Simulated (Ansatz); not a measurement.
**Question.** Tc (hcp (Mg type), P6_3/mmc) is relaxed with DFT-LDA in the program Ansatz with PAW potentials. What lattice parameters of the conventional cell result?

**Answer.** a = 2.710 Å, c = 4.332 Å.

The LDA relaxation kept the symmetry of its start. The run is not spin-polarised. Axis ratios of metals converge slowly with the k-mesh, so a and c are less sure than the volume.

Potentials: the earlier of the program's two PAW sets.
